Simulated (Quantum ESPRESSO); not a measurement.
# Band energies of LiTaS$_{2}$

```xyz
8
Lattice="3.3486 0.0000 0.0000 -1.6743 2.9000 0.0000 0.0000 0.0000 12.8881" Properties=species:S:1:pos:R:3 pbc="T T T"
Li     0.0000     0.0000     6.4440
Li     0.0000     0.0000     0.0000
S      1.6743     0.9667     8.0922
S      0.0000     1.9333     4.7959
S      0.0000     1.9333     1.6481
S      1.6743     0.9667    11.2399
Ta     0.0000     0.0000     9.6660
Ta     0.0000     0.0000     3.2220
```

LDA (pw.x of Quantum ESPRESSO, ONCV potentials, scalar-relativistic); path ΓMKΓALHA,LM,KH; energies in eV from the valence-band maximum.

```csv
k (1/Å),point,band 24,band 25,band 26,band 27,band 28,band 29,band 30,band 31
0.00,Γ,-2.76,-2.75,-2.75,-1.04,0.00,1.70,1.70,1.72
0.18,,-2.92,-2.88,-2.50,-1.05,-0.20,1.41,1.57,1.70
0.54,,-3.28,-3.13,-2.76,-1.56,-1.22,0.97,1.52,1.81
0.72,,-3.18,-2.95,-2.95,-1.87,-1.52,1.33,1.85,2.04
1.08,M,-3.12,-3.11,-2.82,-1.88,-1.47,2.31,2.32,2.43
1.29,,-3.82,-3.47,-3.22,-1.54,-1.13,2.17,2.26,2.31
1.71,K,-4.69,-3.96,-3.96,-0.46,-0.46,1.26,1.28,1.85
1.89,,-4.70,-4.06,-3.62,-0.78,-0.74,1.37,1.68,1.91
2.24,,-3.74,-3.64,-2.84,-1.46,-1.29,0.71,1.64,1.97
2.60,,-3.41,-3.15,-2.45,-1.14,-0.71,1.04,1.41,1.61
2.78,,-2.92,-2.89,-2.49,-1.05,-0.20,1.43,1.58,1.69
2.96,Γ,-2.76,-2.75,-2.75,-1.04,0.00,1.70,1.70,1.72
2.96,A,-2.76,-2.76,-2.76,-0.37,-0.37,1.68,1.68,1.68
3.14,,-2.91,-2.85,-2.85,-0.49,-0.49,1.56,1.56,1.65
3.50,,-3.41,-3.20,-3.20,-1.33,-1.33,1.35,1.35,1.66
3.68,,-3.65,-3.06,-3.06,-1.64,-1.64,1.63,1.63,1.95
4.04,L,-3.83,-2.96,-2.96,-1.60,-1.60,2.16,2.16,2.58
4.25,,-3.86,-3.59,-3.59,-1.28,-1.28,2.26,2.26,2.54
4.67,H,-4.74,-3.88,-3.88,-0.43,-0.43,1.27,1.27,1.52
4.95,,-4.68,-3.63,-3.63,-0.99,-0.99,1.38,1.38,2.22
5.09,,-4.19,-3.40,-3.40,-1.27,-1.27,1.29,1.29,2.22
5.36,,-3.49,-3.04,-3.04,-1.27,-1.27,1.13,1.13,1.75
5.50,,-3.42,-2.95,-2.95,-0.98,-0.98,1.24,1.24,1.59
5.78,,-2.86,-2.80,-2.80,-0.44,-0.44,1.62,1.62,1.66
5.92,A,-2.76,-2.76,-2.76,-0.37,-0.37,1.68,1.68,1.68
5.92,L,-3.83,-2.96,-2.96,-1.60,-1.60,2.16,2.16,2.58
6.16,M,-3.12,-3.11,-2.82,-1.88,-1.47,2.31,2.32,2.43
6.16,K,-4.69,-3.96,-3.96,-0.46,-0.46,1.26,1.28,1.85
6.41,H,-4.74,-3.88,-3.88,-0.43,-0.43,1.27,1.27,1.52
```

The LDA gap is indirect, 0.71 eV, from Γ to 43 % of the way from K to Γ; the smallest direct gap is 1.61 eV.

Without spin-orbit coupling, band edges of such heavy elements can be off by tenths of an eV.

Geometry of the Materials Project entry, not relaxed at this level.

The structure is a Materials Project entry; no match was found in the copy of COD used, and its stability was not checked.
